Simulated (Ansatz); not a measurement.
Phonons of a relaxed structure of MgO by density-functional perturbation theory (low response-accuracy setting, no LO–TO term) at Γ and zone-boundary points with q components 0 or ½ of the primitive reciprocal vectors. The numbers are results of PBEsol (plane waves to 420 eV, PAW, scalar-relativistic; Ansatz, an electronic-structure program), not measurements. Γ-centred k-mesh 10×10×10, Fermi–Dirac smearing 0.05 eV.

```
CELL_PARAMETERS angstrom
      0.00000     2.10702     2.10702
      2.10702     0.00000     2.10702
      2.10702     2.10702     0.00000
ATOMIC_POSITIONS crystal
  Mg 0.00000 0.00000 0.00000
  O  0.50000 0.50000 0.50000
```

Space group Fm-3m (No. 225), rock salt type.

### Question
Is this structure dynamically stable at those wavevectors?

### Answer
No instability shows at these points (nothing beyond 15i cm⁻¹, the threshold used here). Other wavevectors were not sampled, so this does not prove stability.

### Question
Give the phonon wavenumbers.

### Answer
| q | wavenumbers (cm⁻¹; i marks imaginary) |
|---|---|
| Γ | 0 (×3), 388 (×3) |
| L (½, 0, 0) | 271 (×2), 353 (×2), 537, 556 |
| X (½, ½, 0) | 284 (×2), 415, 437 (×2), 535 |

No spin polarisation in the result.
